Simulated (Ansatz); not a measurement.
A geometry of Si$_{2}$Ni away from equilibrium: the start of the relaxation of a generated cell, Si2Ni built in the AFLOW prototype A2B_hP6_191_h_e (C_h, as in Cu2Te). Method: r2SCAN (plane waves to 500 eV, PAW, scalar-relativistic; Ansatz, a quantum-chemistry and plane-wave program). Γ-centred k-mesh 10×10×6 on the run's cell, Fermi–Dirac smearing 0.05 eV.

```xyz
6
Lattice="3.6336 0.0000 0.0000 -1.8168 3.1468 0.0000 0.0000 0.0000 6.2149" Properties=species:S:1:pos:R:3:forces:R:3 pbc="T T T" free_energy=-14240.082 pressure_GPa=69.3
Si     0.0000     2.0978     0.9944    0.0000    0.0000    7.3548
Si     1.8168     1.0489     0.9944    0.0000    0.0000    7.3548
Si     1.8168     1.0489     5.2205    0.0000    0.0000   -7.3548
Si     0.0000     2.0978     5.2205    0.0000    0.0000   -7.3548
Ni     0.0000     0.0000     1.9017    0.0000    0.0000   -0.3139
Ni     0.0000     0.0000     4.3131    0.0000    0.0000    0.3139
```

Positions in Å, forces in eV/Å, free energy of the cell in eV (comparable only within this code, potentials and settings). Largest force: 7.35 eV/Å, on Si1, Si2, Si3, Si4 (atoms numbered as listed); the geometry lies 1.01 eV/atom above the end of its relaxation.

Spin-polarised start, with parallel moments on Ni.

No spin polarisation in the result: the starting moments vanished. A magnetic state may lie lower.

The run could not lose the symmetry of its start: the end is stationary, and may be a saddle point rather than a minimum.

The end of the path is a generated cell of Si2Ni: the first start was made by placing the elements on the sites of a structure type, and the end was not matched to a known phase here, so it may be hypothetical. Known forms of Si2Ni include space group No. 225.
